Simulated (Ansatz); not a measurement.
Mg3SnO:
```
Mg3SnO
1.0
    4.39159     0.00000     0.00000
    0.00000     4.39159     0.00000
    0.00000     0.00000     4.39159
Sn O Mg
1 1 3
Direct
  0.00000   0.00000   0.00000
  0.50000   0.50000   0.50000
  0.50000   0.50000   0.00000
  0.50000   0.00000   0.50000
  0.00000   0.50000   0.50000
```

Relaxed with PBE. Special points in fractions of this cell's reciprocal vectors: Γ (0.000, 0.000, 0.000); X (0.000, 0.500, 0.000); M (0.500, 0.500, 0.000); R (0.500, 0.500, 0.500).

### Question
List the band energies nearest the Fermi level at these points for PBE with spin–orbit coupling in the plane-wave PAW code Ansatz.

### Answer
In eV from the Fermi level; about four levels below and three above (degenerate sets whole), none deeper than 8.9 eV; points with the same levels are listed once.

```
k                    below                          above
-  -----------------------  -----------------------------
Γ  -0.23 -0.23 -0.23 -0.23            0.61 0.61 0.61 0.61
X  -0.64 -0.64 -0.39 -0.39            1.85 1.85 2.98 2.98
M  -2.43 -2.43 -0.63 -0.63            0.55 0.55 2.59 2.59
R  -3.28 -3.28 -3.28 -3.28  1.53 1.53 1.53 1.53 1.54 1.54
```

Space group Pm-3m (anti-perovskite). The start of the workflow was typed in or built on a structure type; neither database checked (COD, Materials Project) lists it. Whether it is the stable phase at ambient conditions was not checked. The cell was relaxed with PBE under the symmetry of its start; whether a distortion lowers the energy is not shown.

Potentials: the earlier of the program's two PAW sets.
